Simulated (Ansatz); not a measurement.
Hg:
```
Hg
1.0
    2.37013     1.83898     0.00000
   -2.37013     1.83898     0.00000
   -1.24639     0.00000     2.74532
Hg
1
Direct
  0.00000   0.00000   0.00000
```

Relaxed with PBEsol. Special points in fractions of this cell's reciprocal vectors: Γ (0.000, 0.000, 0.000); C (0.432, 0.432, 0.000); C2 (-0.432, 0.568, 0.000); Y2 (-0.500, 0.500, 0.000); M2 (-0.500, 0.500, 0.500); D (-0.314, 0.686, 0.500); D2 (0.314, 0.314, 0.500); A (0.000, 0.000, 0.500); L2 (0.000, 0.500, 0.500); V2 (0.000, 0.500, 0.000).

### Question
List the band energies nearest the Fermi level at these points for plane-wave PAW PBEsol (Ansatz code).

### Answer
In eV from the Fermi level; about four levels below and three above (degenerate sets whole), none deeper than 8.9 eV; … stands for higher levels left out; points with the same levels are listed once.

```tsv
k	below	above
Γ	-7.66 -6.32 -6.26 -6.07	11.34 …
C	-7.82 -6.23 -6.01 -5.60	0.18 0.95 …
Y2	-7.94 -6.19 -5.98 -5.36	0.46 1.24 …
M2	-7.43 -7.18 -5.52 -5.45	0.17 1.70 …
D	-7.45 -6.71 -6.61 -5.77	0.63 2.45 …
A	-6.20 -5.90 -2.16 -1.94	…
L2	-6.25 -6.01 -5.43 -0.34	0.45 …
V2	-6.35 -5.97 -2.36 -2.05	…
```

Space group C2/m. The first step of the workflow began from a Materials Project structure, measured or hypothetical; the Crystallography Open Database copy checked does not list it. It is not the usual solid phase (space group No. 166). The cell keeps a stress of up to 0.3 GPa. The cell was relaxed with PBEsol under the symmetry of its start; its stability against distortions is not shown here. The substance is a gas or liquid at ambient conditions. Spin–orbit coupling is left out wherever it is not named.

Potentials: the later of the program's two PAW sets.
